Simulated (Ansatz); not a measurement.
Data:

CoSi2 (fluorite type, space group Fm-3m)

```yaml
crystal:
  lattice:
    - [0.00000, 2.65746, 2.65746]
    - [2.65746, 0.00000, 2.65746]
    - [2.65746, 2.65746, 0.00000]
  atoms:
    - { symbol: Co, position: [0.00000, 0.00000, 0.00000] }
    - { symbol: Si, position: [0.25000, 0.25000, 0.25000] }
    - { symbol: Si, position: [0.75000, 0.75000, 0.75000] }
```

The volume is varied about the relaxed value V₀ at fixed cell shape. Symmetry pins the atoms to their sites.

These are r2SCAN (plane waves to 500 eV, PAW, scalar-relativistic; Ansatz, a quantum-chemistry and plane-wave program) values and carry that method's errors. k mesh 15×15×15 (Γ-centred), Fermi-Dirac smearing 0.05 eV. Energies are smeared free energies. Compression counts positive. CoSi2 is run without spin polarisation. CoSi2 was relaxed with its symmetry unable to fall. The zero of ΔE is the relaxed starting cell.

The scan covers V/V₀ from 0.900 to 1.100 in 13 points.

Q: What bulk modulus B₀ follows from a third-order Birch-Murnaghan fit?

A: 196 GPa.

Q: What is the fitted pressure derivative B₀′?

A: 4.5.

(Under strain, the slope of the energy per volume gives the stress and its curvature an elastic modulus.)
